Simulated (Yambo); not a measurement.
Here is the system:

```xyz
8
Lattice="7.7203 0.0000 0.0000 0.0000 3.8597 0.0000 0.0000 0.0000 3.8668" Properties=species:S:1:pos:R:3 pbc="T T T"
O      1.9301     1.9298     0.0400
O      5.7902     1.9298     3.8268
O      5.7902     0.0000     1.9204
O      1.9301     0.0000     1.9464
O      3.8601     0.0000     0.0000
O      0.0000     0.0000     0.0000
W      5.7902     0.0000     0.0417
W      1.9301     0.0000     3.8251
```

Workflow: norm-conserving PBEsol (Quantum ESPRESSO, 84 Ry, no spin-orbit coupling), then G0W0 in Yambo (2×4×4 Γ-centred k mesh, bands 3 to 177 and a 7 Ry block in the screening, 177 bands in G with the Bruneval-Gonze terminator, plasmon pole fitted at 27.2 eV).

**Question.** Give the PBEsol and G0W0 gaps between the band edges found on this mesh, and say where the edges lie.

**Answer.** Edges: (0, -0.5, -0.5) → Γ. PBEsol: 0.54 eV; G0W0: 1.35 eV. Nearest settings tried, and what they do to the gap: 75 bands in G: +35 meV; 89 bands in W: +117 meV; 3 Ry block (65 vectors against 245): +248 meV. Not varied: mesh. So the settings aren't converged at that level. Spin-orbit coupling is left out, which matters for elements this heavy: edges can move by tenths of an eV.

Geometry of the Materials Project entry, not relaxed at this level.

The structure is a Materials Project entry; no match was found in the copy of COD used, and its stability was not checked.
